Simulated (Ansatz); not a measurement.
Here is the system:

MgSnSe2:
```yaml
crystal:
  lattice:
    - [4.01187, 0.00000, 0.00000]
    - [-2.00594, 3.47438, 0.00000]
    - [0.00000, 0.00000, 6.91639]
  atoms:
    - { symbol: Se, position: [0.66667, 0.33333, 0.71931] }
    - { symbol: Sn, position: [0.00000, 0.00000, 0.00000] }
    - { symbol: Se, position: [0.33333, 0.66667, 0.28069] }
    - { symbol: Mg, position: [0.00000, 0.00000, 0.50000] }
```

This is the r²SCAN+D4-relaxed structure.

Problem. All from plane-wave PAW r²SCAN+D4 (Ansatz code), unless another level is named. Predict the HSE06 gap on the r²SCAN+D4 cell.

Solution. 0.59 eV.

Problem. Give the weight of the valence-edge state by species (Voronoi cells).

Solution. Se 70 %, Sn 21 %, Mg 8 %.

Problem. Predict the conduction-band minimum.

Solution. at L (3 equivalent valleys).

Space group P-3m1. A made-up cell: these elements were put on the sites of a structure type; neither database checked (COD, Materials Project) lists it. Its standing as an ambient phase is unchecked. Symmetry was held in the r²SCAN+D4 relaxation; whether a distortion lowers the energy is not shown. Spin–orbit coupling is left out wherever it is not named.

Potentials: the later of the program's two PAW sets.
